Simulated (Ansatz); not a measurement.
Given:

ZnCu (CsCl type, Pm-3m), a = b = c = 2.9634 Å, α = β = γ = 90.00°.

This is the PBE-relaxed structure.

All from PBE in the plane-wave PAW code Ansatz, unless another level is named. Predict the bulk modulus (Birch–Murnaghan fit).

1150 kbar.

What about the zero-point energy?

25.4 meV/atom.

What about the elastic constants (relaxed ions, GPa)?

C11 = 121, C12 = 112, C44 = 84.8.

The PBE relaxation kept the symmetry of its start; phonons on a q-mesh show no instability. No spin polarisation was allowed. As this level gives no gap, shear constants depend on the k-mesh and smearing (Fermi–Dirac, 0.1 eV here).

Potentials: the later of the program's two PAW sets.
